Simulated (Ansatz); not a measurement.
Given:

LaTe2:
```xyz
6
Lattice="4.4947 0.0000 0.0000 0.0000 4.4947 0.0000 0.0000 0.0000 9.1063" Properties=species:S:1:pos:R:3 pbc="T T T"
Te     0.0000     0.0000     0.0000
Te     2.2474     2.2474     0.0000
Te     2.2474     0.0000     5.7797
Te     0.0000     2.2474     3.3266
La     2.2474     0.0000     2.4888
La     0.0000     2.2474     6.6175
```

This is the PBEsol-relaxed structure.

### Question
All from the program Ansatz at the PBEsol level (PAW), unless another level is named. Estimate the electronic character.

### Answer
metallic (no gap).

### Question
Next, the density of states at the Fermi level?

### Answer
0.20 states/eV per atom (mean over ±0.08 eV).

### Question
And the formation energy from the elements (no fitted shifts)?

### Answer
-1.42 eV/atom.

Space group P4/nmm. The workflow started from an entry of the Crystallography Open Database (COD), which files this formula under 2 space groups. Its standing as an ambient phase is unchecked. The cell was relaxed with PBEsol under the symmetry of its start; whether a distortion lowers the energy is not shown. The references are the lowest solids computed at this level, not always the standard phases. Spin–orbit coupling is left out wherever it is not named.

Potentials: the later of the program's two PAW sets.
